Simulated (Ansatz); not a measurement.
A geometry of Li away from equilibrium: the start of the relaxation of a generated trial cell of Li in the AFLOW prototype A_mC12_5_3c (A19). All values below come from r2SCAN (plane waves to 500 eV, PAW, scalar-relativistic; Ansatz, a first-principles code). Γ-centred k-mesh 11×11×3 on the run's cell (coarser than for final values), Fermi–Dirac smearing 0.05 eV.

```xyz
6
Lattice="3.0736 -1.7770 0.0000 3.0736 1.7770 0.0000 -0.4077 0.0000 11.6741" Properties=species:S:1:pos:R:3:forces:R:3 pbc="T T T" free_energy=-1229.728 pressure_GPa=0.2
Li     3.2811    -0.8174     2.8602   -0.3866    0.0191   -0.2234
Li     2.4584    -0.8174     8.8140    0.3866    0.0191    0.2234
Li     3.7096     1.0662     4.6697    0.2034   -0.1000    0.5234
Li     2.0298     1.0662     7.0045   -0.2034   -0.1000   -0.5234
Li     4.5511    -0.2488     0.8172    0.2297    0.0810    0.4090
Li     1.1884    -0.2488    10.8570   -0.2297    0.0810   -0.4090
```

Positions in Å, forces in eV/Å, free energy of the cell in eV (comparable only within this code, potentials and settings). Largest force: 0.57 eV/Å, on Li3, Li4 (atoms numbered as listed); the geometry lies 0.18 eV/atom above the end of its relaxation.

No spin polarisation in the result.

The run could not lose the symmetry of its start; a randomly shaken copy of 2 atoms returns to this structure.

The relaxed structure has the type that Li is known to take under pressure; here it was relaxed at zero pressure, from a generated start.
